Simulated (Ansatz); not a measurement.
Data:

YGe$_{2}$Rh$_{2}$:
```cif
data_Ge4Rh4Y2
_chemical_formula_sum 'Y2 Ge4 Rh4'
_space_group_name_H-M_alt 'I4/mmm'
_space_group_IT_number 139
_space_group_name_Hall '-I 4 2'
_cell_length_a 4.10600
_cell_length_b 4.10600
_cell_length_c 10.31418
_cell_angle_alpha 90.000
_cell_angle_beta 90.000
_cell_angle_gamma 90.000
loop_
_atom_site_label
_atom_site_type_symbol
_atom_site_symmetry_multiplicity
_atom_site_Wyckoff_symbol
_atom_site_fract_x
_atom_site_fract_y
_atom_site_fract_z
_atom_site_occupancy
Y1 Y 2 a 0.00000 0.00000 0.00000 1
Ge1 Ge 4 e 0.00000 0.00000 0.37808 1
Rh1 Rh 4 d 0.00000 0.50000 0.25000 1
```
(The calculation used a cell of 5 atoms; values per cell refer to that cell.)

This is the r²SCAN-relaxed structure.

### Question
All from the program Ansatz at the r²SCAN level (PAW), unless another level is named. Predict the electronic character.

### Answer
metallic (no gap).

### Question
Give the formation energy from the elements (no fitted shifts).

### Answer
-0.97 eV/atom.

### Question
Next, the density of states at the Fermi level?

### Answer
0.50 states/eV per atom (mean over ±0.08 eV).

The first step of the workflow began from a Materials Project structure, measured or hypothetical; the Crystallography Open Database files this formula in space group No. 139, but the cells were not matched. Whether it is the stable phase at ambient conditions was not checked. The cell was relaxed with r²SCAN under the symmetry of its start; whether a distortion lowers the energy is not shown. No spin polarisation was allowed. The references are the lowest solids computed at this level, not always the standard phases. Scalar-relativistic: spin–orbit coupling is off unless named, which matters more the heavier the elements.

Potentials: the later of the program's two PAW sets.
